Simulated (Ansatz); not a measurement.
WC (rock salt, Fm-3m) under volume change, the program Ansatz at the r²SCAN level (PAW), scaled uniformly.

```json
[
 {"V (Å³/atom)": "9.463", "E − E(relaxed) (meV/atom)": "118.5", "P (GPa)": "44.07"},
 {"V (Å³/atom)": "9.775", "E − E(relaxed) (meV/atom)": "49.8", "P (GPa)": "26.99"},
 {"V (Å³/atom)": "10.087", "E − E(relaxed) (meV/atom)": "(withheld)", "P (GPa)": "(withheld)"},
 {"V (Å³/atom)": "10.399", "E − E(relaxed) (meV/atom)": "0.0", "P (GPa)": "0.00"},
 {"V (Å³/atom)": "10.711", "E − E(relaxed) (meV/atom)": "10.6", "P (GPa)": "-10.61"},
 {"V (Å³/atom)": "11.023", "E − E(relaxed) (meV/atom)": "40.3", "P (GPa)": "-19.66"},
 {"V (Å³/atom)": "11.335", "E − E(relaxed) (meV/atom)": "(withheld)", "P (GPa)": "(withheld)"}
]
```

Question: Some entries are withheld; supply them.

Answer: 
- 11.335, E − E(relaxed) (meV/atom): 86.3
- 11.335, P (GPa): -27.38
- 10.087, E − E(relaxed) (meV/atom): 11.8
- 10.087, P (GPa): 12.43

Question: What does a third-order Birch–Murnaghan fit give for V₀, B₀ and B′?

Answer: V₀ = 10.40 Å³/atom, B₀ = 382 GPa, B′ = 4.3.

The first step of the workflow began from a Materials Project structure, measured or hypothetical; the Crystallography Open Database copy checked does not list it. It is not the phase usual at ambient conditions (space group No. 187). Symmetry was held in the r²SCAN relaxation; whether a distortion lowers the energy is not shown. The run is not spin-polarised. Its formation energy is positive at this level, so the cell may be metastable or incomplete. Spin–orbit coupling is left out wherever it is not named.

Potentials: the earlier of the program's two PAW sets.
